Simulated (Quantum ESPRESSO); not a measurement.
## Calculated data, Mg4S3 (made-up cell, one site empty)

Computed with Quantum ESPRESSO 7.5. Calculation on a made-up crystal cell, not a measurement: periodic Kohn-Sham density functional theory in plane waves with PseudoDojo standard norm-conserving scalar-relativistic pseudopotentials, each functional with its own files (v0.5 for PBE, v0.4.1 for LDA and PBEsol), no spin polarisation, no spin-orbit coupling, atoms not relaxed, stress positive in tension, energies less a fixed whole-eV offset for each atom's element; levels are Kohn-Sham levels at fractions of this cell's reciprocal vectors, counted from the reference band (half the neutral cell's valence electrons, rounded up) at Gamma; error bars cover cutoff and k-mesh only, not smearing or the files; each bar is the largest change over components, and at least 0.002 eV, 0.002 eV per angstrom or 0.02 GPa; added strain carries the atoms with the cell, and shear is the tensor component; energies are for the whole cell, and the offsets were chosen from early runs and are not element reference energies.

Common to all runs: lattice type rocksalt; empty site 7; functional pbe; cutoff 1143 eV; fermi dirac smearing 0.1 eV; scf tolerance 1e-07 eV; electrons removed 0; added strain kind uniform; k mesh 6 x 6 x 6, shifted by half a step.

```yaml
- entry: 1
  formula: Mg4S3
  kind: "made-up cell, one site empty"
  unstrained_structure:
    cell_angstrom:
      - [5.1779, -0.0532, 0.0094]
      - [-0.0532, 5.1362, -0.0041]
      - [0.0094, -0.0041, 5.1422]
    atoms_fractional:
      - [Mg, 0.01827, 0.00894, 0.00849]
      - [Mg, -0.00692, 0.49166, 0.50023]
      - [Mg, 0.49221, 0.00942, 0.50809]
      - [Mg, 0.49745, 0.48808, 0.00051]
      - [S, 0.50052, 0.00301, 0.00269]
      - [S, 0.51488, 0.49837, 0.50177]
      - [S, 1.00071, 0.49528, 0.00627]
  given:
    added_strain: -0.0062
    structure_shown: "before the added strain of -0.0062"
    atom_site: [1, 2, 3, 4, 5, 6, 8]
    "atom_energy_offset [eV]": [-1617, -1617, -1617, -1617, -302, -302, -302]
  results: {}
- entry: 2
  formula: Mg4S3
  kind: "made-up cell, one site empty"
  unstrained_structure:
    cell_angstrom:
      - [5.1779, -0.0532, 0.0094]
      - [-0.0532, 5.1362, -0.0041]
      - [0.0094, -0.0041, 5.1422]
    atoms_fractional:
      - [Mg, 0.01827, 0.00894, 0.00849]
      - [Mg, -0.00692, 0.49166, 0.50023]
      - [Mg, 0.49221, 0.00942, 0.50809]
      - [Mg, 0.49745, 0.48808, 0.00051]
      - [S, 0.50052, 0.00301, 0.00269]
      - [S, 0.51488, 0.49837, 0.50177]
      - [S, 1.00071, 0.49528, 0.00627]
  given:
    added_strain: 0.0021
    structure_shown: "before the added strain of 0.0021"
    atom_site: [1, 2, 3, 4, 5, 6, 8]
    "atom_energy_offset [eV]": [-1617, -1617, -1617, -1617, -302, -302, -302]
  results: {}
```

To be estimated
1. Estimate the pressure of Mg4S3 (made-up cell, one site empty) (entry 1).
2. Estimate the stress xy of Mg4S3 (made-up cell, one site empty) (entry 1).
3. What stress xz does the calculation give for Mg4S3 (made-up cell, one site empty) (entry 1)?
4. What stress yz does the calculation give for Mg4S3 (made-up cell, one site empty) (entry 1)?
5. Give the table of forces values for Mg4S3 (made-up cell, one site empty) (entry 1).
6. Give the missing stress yy for Mg4S3 (made-up cell, one site empty) (entry 2).

## Answers
1. 2.042 GPa
2. -0.9023 GPa
3. 0.1957 GPa
4. -0.06919 GPa
5. 
Forces:
```csv
site,x (eV/Å),y (eV/Å),z (eV/Å)
1,-0.4161,-0.3643,0.01818
2,0.4574,0.007987,0.1412
3,-0.07274,-0.3192,-0.1302
4,0.09183,0.3931,0.03344
5,0.3912,-0.4264,0.09519
6,-0.5166,0.3204,0.02316
8,0.06506,0.3883,-0.1809
```
6. -0.7158 GPa

Further results for Mg4S3 (made-up cell, one site empty) (entry 1):

```
free energy less offsets : 3.46 eV
scf iterations           : 9
smearing term minus ts   : -0.004797 eV
stress xx                : -1.851 GPa
stress yy                : -2.38 GPa
stress zz                : -1.895 GPa
fermi level              : 2.577 eV
reference band           : 29
error bar energy         : 0.003186 eV
error bar stress         : 0.02221 GPa
error bar force          : 0.005274 eV/Å
error bar next band up   : 0.002 eV
error bar fermi level    : 0.01412 eV
error bars from          : tighter rerun of a related cell
```

Levels:
```csv
level k point,next band up (eV)
Gamma,3.209
"(1/2,1/2,1/2)",4.892
"(0.15,0,0)",3.558
"(0,0.15,0)",3.509
"(0,0,0.15)",3.504
```

Further results for Mg4S3 (made-up cell, one site empty) (entry 2):

```
free energy less offsets : 3.434 eV
scf iterations           : 9
smearing term minus ts   : -0.006005 eV
pressure                 : 0.417 GPa
stress xx                : -0.2637 GPa
stress zz                : -0.2716 GPa
stress yz                : -0.06808 GPa
stress xz                : 0.1877 GPa
stress xy                : -0.8783 GPa
fermi level              : 2.551 eV
reference band           : 29
error bar energy         : 0.003186 eV
error bar stress         : 0.02221 GPa
error bar force          : 0.005274 eV/Å
error bar next band up   : 0.002 eV
error bar fermi level    : 0.01412 eV
error bars from          : tighter rerun of a related cell
```

Forces:
```csv
site,x (eV/Å),y (eV/Å),z (eV/Å)
1,-0.3709,-0.3265,0.01834
2,0.4048,0.004648,0.1244
3,-0.07243,-0.2852,-0.1172
4,0.08678,0.3523,0.0312
5,0.3453,-0.3799,0.08166
6,-0.4655,0.2849,0.02648
8,0.07207,0.3498,-0.1649
```

Levels:
```csv
level k point,next band up (eV)
Gamma,3.104
"(1/2,1/2,1/2)",4.838
"(0.15,0,0)",3.457
"(0,0.15,0)",3.412
"(0,0,0.15)",3.409
```
